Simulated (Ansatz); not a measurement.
A generator proposed this cell of SrSmBr4.

```xyz
6
Lattice="0.0000 4.5091 4.5091 4.5091 0.0000 4.5091 4.5091 4.5091 0.0000" Properties=species:S:1:pos:R:3 pbc="T T T"
Sr    0.0000    0.0000    0.0000
Sm    6.7636    6.7636    6.7636
Br    5.6363    5.6363    3.3818
Br    5.6363    3.3818    5.6363
Br    3.3818    5.6363    5.6363
Br    3.3818    3.3818    3.3818
```

Computed with DFT PBE, scalar-relativistic, plane waves, PAW, and for the lanthanide a 4f-in-core norm-conserving potential, in Ansatz 0.2.0. Cutoff 690 eV; k points 4×4×4 on the computed 6-atom cell (Γ-centred); Gaussian smearing, width 0.10 eV; no spin polarisation.

The zero of energy is the elements' standard structures at the same level; no fitted shifts are applied. The references include crystalline Br.

**Question.** Estimate its pressure, forces and energy as it stands.

**Answer.** The pressure is 1.4 GPa (it wants to expand), the largest force is 0.05 eV/Å, and the energy is −0.41 eV/atom against the elements. The shortest distance is 3.19 Å.

**Question.** How much does it gain on relaxing, and where does it end?

**Answer.** Relaxing gains under 0.1 eV/atom (the start's value is from the coarse mesh, so the gain is rough) in 5 ionic steps and ends at −0.42 eV/atom on the finer mesh. The symmetry stays F-43m (No. 216). The volume per atom grows by 4.4 %, from 30.6 to 31.9 Å³. The shortest distance goes from 3.19 Å (Br–Br) to 3.23 Å (Br–Br). Conventional cell: a = 9.149 Å. Around Sr lie 12 Br at 3.79 Å and 4 Sm at 3.96 Å; around Sm lie 12 Br at 3.79 Å and 4 Sr at 3.96 Å; Br has 6 Br at 3.23–3.24 Å, 3 Sm at 3.79 Å and 3 Sr at 3.79 Å.

The last run used an 8×8×8 mesh for its 6-atom cell and Gaussian smearing of 0.10 eV. An odd number of valence electrons (the lanthanide is held trivalent, its 4f shell in the core) allows no gap without spin; another valence of the lanthanide, a larger cell or a magnetic state could open one. The cell is a metal run without spin; a magnetic state may lie lower. The reference form of Br is held partly by dispersion forces, which this level lacks. The relaxation can't lower the symmetry of the start. A structure relaxed within its symmetry needn't be a true minimum. Another cell of SrSmBr4 relaxed alike, in P4/mmm, lies 1.37 eV/atom lower, so this cell isn't the stable form at this level.

The lanthanide is trivalent by construction, without f bands, f moments or other valences. The reference runs of the other elements, and any phases without the lanthanide, used 420 eV, which shifts energies against them by under 10 meV/atom. The lanthanide's reference is the lowest of its hcp, dhcp and fcc cells.
